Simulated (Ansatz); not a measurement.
GeF$_{2}$:
```
CELL_PARAMETERS angstrom
      4.49831     0.00000     0.00000
      0.00000     5.15235     0.00000
      0.00000     0.00000     8.09881
ATOMIC_POSITIONS crystal
  Ge 0.25661 0.99964 0.62991
  Ge 0.24339 0.00036 0.12991
  Ge 0.75661 0.50036 0.37009
  Ge 0.74339 0.49964 0.87009
  F  0.43723 0.76782 0.78369
  F  0.06277 0.23218 0.28369
  F  0.93723 0.73218 0.21631
  F  0.56277 0.26782 0.71631
  F  0.96485 0.08063 0.97493
  F  0.53515 0.91937 0.47493
  F  0.46485 0.41937 0.02507
  F  0.03515 0.58063 0.52507
```

Relaxed with r²SCAN+D4.

Q: Map the electron localisation function on the plane through (0.257, 1.000, 0.630) spanned by u = [1, 1, 0] and v = [1, -1, 1] in lattice vectors, from plane-wave PAW r²SCAN+D4 (Ansatz code).

A: x is the fraction of u, y of v (the angle between them is 95°; rows are the nearest grid lines); atoms in the plane: Ge at (0.00, 0.00), Ge at (0.49, 0.50), F at (0.81, 0.39).
```
y \ x   0.000  0.0882  0.176  0.265  0.353  0.441  0.559  0.647  0.735  0.824  0.912   1.00
------  -----  ------  -----  -----  -----  -----  -----  -----  -----  -----  -----  -----
1.00    0.474   0.201  0.216  0.767  0.719  0.068  0.069  0.376  0.138  0.322  0.299  0.474
0.925   0.555   0.480  0.077  0.026  0.021  0.072  0.059  0.147  0.054  0.401  0.650  0.555
0.850   0.098   0.028  0.008  0.017  0.389  0.387  0.075  0.112  0.025  0.019  0.162  0.098
0.775   0.478   0.222  0.014  0.012  0.084  0.072  0.446  0.594  0.188  0.006  0.180  0.478
0.700   0.730   0.518  0.034  0.007  0.007  0.016  0.116  0.137  0.015  0.028  0.430  0.730
0.625   0.170   0.058  0.184  0.386  0.056  0.427  0.632  0.253  0.014  0.030  0.100  0.170
0.550   0.040   0.330  0.818  0.783  0.181  0.388  0.498  0.728  0.081  0.015  0.029  0.040
0.450   0.051   0.029  0.244  0.078  0.133  0.168  0.300  0.133  0.661  0.829  0.687  0.051
0.375   0.120   0.117  0.014  0.382  0.789  0.772  0.160  0.138  0.827  0.580  0.730  0.120
0.300   0.061   0.043  0.013  0.614  0.810  0.821  0.176  0.017  0.392  0.403  0.060  0.061
0.225   0.810   0.581  0.014  0.021  0.135  0.085  0.138  0.149  0.009  0.132  0.760  0.810
0.150   0.766   0.551  0.022  0.438  0.308  0.104  0.746  0.673  0.016  0.441  0.811  0.766
0.0750  0.229   0.148  0.493  0.800  0.814  0.227  0.126  0.029  0.015  0.059  0.189  0.229
0.000   0.474   0.201  0.216  0.767  0.719  0.068  0.069  0.376  0.138  0.322  0.299  0.474
```

The density is the valence pseudo-density with augmentation charge, so density and ELF within about 1 Å of a nucleus are not all-electron values.

Space group P2_12_12_1. The workflow started from a Materials Project entry (that database holds measured and hypothetical structures alike); the Crystallography Open Database files this formula in space group No. 19, but the cells were not matched. Whether it is the stable phase at ambient conditions was not checked. The r²SCAN+D4 relaxation kept the symmetry of its start; its stability against distortions is not shown here.

Potentials: the later of the program's two PAW sets.
